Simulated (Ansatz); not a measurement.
Method: r2SCAN, no spin polarisation; PAW, plane waves to 500 eV, 5×8×4 Γ-centred mesh, methfessel-paxton occupations (width 0.285 eV) (Ansatz 0.2.0), atoms fixed.

Computed maps in the lattice plane spanned by a (left to right, 7.90 Å, 24 points from zero) and c (bottom to top, 10.57 Å, 26 points from zero), 90° apart, at height 0.250 along b. The fields are smooth PAW ones with compensation charges, not the true ones near nuclei.

Valence density. Digits on a logarithmic scale: 0 up to 0.03 e/Å³, each further digit a factor of 1.6, 9 from 1.3 e/Å³ up:
```
012457999986699999643100
012468999996679999863210
112358999986456667753211
111246899875322334432211
101134566653211112222211
100112344432110011222221
110011222221100112344432
211112222211101134566653
322334432211111246899875
456667753211112358999986
679999863210012468999996
699999643100012457999986
589998531101122346788764
468875321112344344555433
134543211245677643333211
012221111367888864211000
122211012478757875310001
454431002578716885300123
787653102468888874201246
888874201246787653102468
716885300123454431002578
757875310001122211012478
888864211000012221111367
677643333211134543211245
344344555433468875321112
122346788764589998531101
```

ELF. Ten even steps from '0' (0.00) to '9' (0.97):
```
013554310231487367652100
013544100032278789995100
001444200133135569995100
000244433444211125642000
000134444555310001121100
000024566653100012344321
100012344321000024566653
310001121100000134444555
211125642000000244433444
135569995100001444200133
278789995100013544100032
487367652100013554310231
377687310000001354444421
158885200001332114544310
013442000047888621133200
000000000379888973001000
000000001688301897100000
665310001698100797200024
999862000589867986100278
867986100278999862000589
100797200024665310001698
301897100000000000001688
888973001000000000000379
888621133200013442000047
332114544310158885200001
001354444421377687310000
```

Task: The cell is CsHPbO. Which atoms lie within 0.2 Å of this plane, and where (fractions of a and c)?

Result: Pb at (0.82, 0.58), Pb at (0.32, 0.92), O at (0.62, 0.97), O at (0.12, 0.53), H at (0.74, 0.91), H at (0.24, 0.59), Cs at (0.55, 0.32), Cs at (0.05, 0.18). The whole cell:
```
Pb O H Cs
1.0
     7.89631    0.00000    0.00000
     0.00000    4.24940    0.00000
     0.00000    0.00000   10.56865
Pb O H Cs
4 4 4 4
Cartesian
  6.4702 1.0623 6.1448
  5.3742 3.1870 0.8605
  2.5221 1.0623 9.7081
  1.4261 3.1870 4.4238
  6.9566 3.1870 4.9990
  4.8878 1.0623 10.2833
  3.0085 3.1870 0.2854
  0.9397 1.0623 5.5697
  6.0012 3.1870 4.3331
  5.8433 1.0623 9.6175
  2.0530 3.1870 0.9512
  1.8951 1.0623 6.2355
  4.3201 1.0623 3.3883
  7.5244 3.1870 8.6726
  0.3719 1.0623 1.8960
  3.5762 3.1870 7.1803
```

Origin: a known structure type with other elements, at an estimated volume, so it need not be a known compound. Caveats: many states at the Fermi level without spin polarisation, so a magnetic state may lie lower; atoms or cell far from equilibrium; wide smearing.
